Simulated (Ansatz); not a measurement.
InGaP₂:
```yaml
crystal:
  lattice:
    - [1.99953, 1.15443, 6.56067]
    - [-1.99953, 1.15443, 6.56067]
    - [0.00000, -2.30886, 6.56067]
  atoms:
    - { symbol: In, position: [0.49930, 0.49930, 0.49930] }
    - { symbol: Ga, position: [0.99995, 0.99995, 0.99995] }
    - { symbol: P, position: [0.88063, 0.88063, 0.88063] }
    - { symbol: P, position: [0.37014, 0.37014, 0.37014] }
```

Relaxed with PBEsol. Plane-wave PAW PBEsol (Ansatz code) gives a gap of 0.66 eV.

Q: What gap does HSE06 give on the same cell (Ansatz, PAW)?

A: 1.55 eV, 0.89 eV more. The hybrid was solved on a coarser mesh and at special points; its gap is the smallest among all of these.

```
k   v1 PBEsol  c1 PBEsol  v1 HSE06  c1 HSE06
--  ---------  ---------  --------  --------
Γ        0.00       0.66      0.00      1.55
T       -0.39       1.16       [?]       [?]
L       -1.69       1.86     -1.83      2.69
F       -1.07       1.17       [?]       [?]
S0      -1.97       2.23       [?]       [?]
H0      -1.99       2.47       [?]       [?]
```

Q: Top valence (v1) and lowest conduction level (c1) in eV from each method's valence maximum (which need not be a listed point): supply the withheld HSE06 values.

A: 
- T, v1 HSE06: -0.42
- T, c1 HSE06: 2.04
- H0, v1 HSE06: -2.13
- H0, c1 HSE06: 3.31
- S0, v1 HSE06: -2.11
- S0, c1 HSE06: 3.06
- F, v1 HSE06: -1.15
- F, c1 HSE06: 2.00

Cost on shared cores: the PBEsol run (SCF on a 8×8×8 mesh, then bands and DOS) about 60 core-seconds (a rough figure), the HSE06 run (SCF on 6×6×6, then a few points) very roughly 11 core-minutes; the tasks are unlike.

Space group R3m. The workflow started from a Materials Project entry (that database holds measured and hypothetical structures alike); the Crystallography Open Database copy checked does not list it. With In and Ga taken as one species the cell has the higher symmetry F-43m, so it may be an ordered model of a mixed-site phase. Its standing as an ambient phase is unchecked. Symmetry was held in the PBEsol relaxation; of distortions, only those at the zone centre were tested. Scalar-relativistic: spin–orbit coupling is off unless named, which matters more the heavier the elements.

Potentials: the later of the program's two PAW sets.
